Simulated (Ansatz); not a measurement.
**O: stationary points along a deformation path**

Computed with DFT r2SCAN, scalar-relativistic, plane waves, PAW in Ansatz. The runs took a 500 eV cutoff, a Γ-centred 12×12×12 mesh and Gaussian smearing (0.05 eV). Collinear spins, started from moments 0.6, 0.6 μB in atom order; the magnetic state may not be the lowest. Energies are free energies at this smearing, counted from the undisturbed cell; pressure is positive in compression.

Zero of the scan (as given, not relaxed at this level; it stands at 12.4 GPa, and it needn't be the usual structure):

```
O
1.0
     1.42335    0.82177    3.40830
    -1.42335    0.82177    3.40830
     0.00000   -1.64354    3.40830
O
2
Direct
  0.05770 0.05770 0.05770
  0.94230 0.94230 0.94230
```

The cell holds molecules and no dispersion correction was added, so their binding is poorly described.

At fixed volume and fractional coordinates, lengths along (0.000, 0.000, 1.000) are scaled against those across it; ρ is that ratio over its starting value. V = 11.960 Å³/atom. Δσ is the stress along the axis less the mean stress across it (compression positive).

| ρ | ΔE (meV/atom) | Δσ (GPa) | space group |
| --- | --- | --- | --- |
| 0.800 | 1120.2 | 210.25 | R-3m |
| 0.850 | 590.9 | 142.81 | R-3m |
| 0.920 | 173.3 | 72.12 | R-3m |
| 0.960 | 54.7 | 40.57 | R-3m |
| 1.000 | 0.0 | 13.78 | R-3m |
| 1.050 | 1.5 | -14.37 | R-3m |
| 1.100 | 62.5 | -37.81 | R-3m |
| 1.200 | 308.0 | -74.03 | R-3m |
| 1.300 | 678.4 | -69.64 | R-3m |

How does the stress give the slope of the energy, and where is the energy stationary?

Along the path d ln(length) is 2/3 d ln ρ on the axis and −1/3 d ln ρ across it, so dE/d ln ρ = −(2/3) V Δσ: the energy falls with ρ where Δσ is positive. Δσ vanishes or changes sign between ρ = 1.000 and 1.050, a minimum (near 1.02 by linear interpolation). Pairs of stationary points between two samples would go unseen, and could change a minimum read from distant neighbours into a maximum.

Forces appear on the atoms along this scan, and letting them relax would lower the energy and soften the response. The gap closes along the scan, which can put kinks into the curve.

The moment changes along the path, so the curve joins different magnetic states.